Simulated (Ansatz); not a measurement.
Given:

SnSe:
```cif
data_Se2Sn2
_chemical_formula_sum 'Sn2 Se2'
_space_group_name_H-M_alt 'P 1'
_space_group_IT_number 1
_cell_length_a 5.11244
_cell_length_b 5.11244
_cell_length_c 6.14670
_cell_angle_alpha 90.000
_cell_angle_beta 90.000
_cell_angle_gamma 120.000
loop_
_space_group_symop_operation_xyz
  'x, y, z'
loop_
_atom_site_label
_atom_site_type_symbol
_atom_site_fract_x
_atom_site_fract_y
_atom_site_fract_z
_atom_site_occupancy
Sn1 Sn 0.66667 0.33333 0.04635 1
Sn2 Sn 0.33333 0.66667 0.54635 1
Se1 Se 0.66667 0.33333 0.57885 1
Se2 Se 0.33333 0.66667 0.07885 1
```

This is the PBE-relaxed structure.

Problem. All from DFT-PBE in the program Ansatz with PAW potentials, unless another level is named. Predict the formation energy from the elements (no fitted shifts).

Solution. -0.34 eV/atom.

Problem. Give the weight of the conduction-edge state by species (Voronoi cells).

Solution. Sn 66 %, Se 34 %.

Problem. Give the weight of the valence-edge state by species (Voronoi cells).

Solution. Se 66 %, Sn 34 %.

Space group P6_3mc. The cell is a constructed one: a structure type filled with these elements; neither database checked (COD, Materials Project) lists it. It is not the phase usual at ambient conditions (space group No. 62). Symmetry was held in the PBE relaxation; its stability against distortions is not shown here. The references are the lowest solids computed at this level, not always the standard phases. Spin–orbit coupling is left out wherever it is not named.

Potentials: the later of the program's two PAW sets.
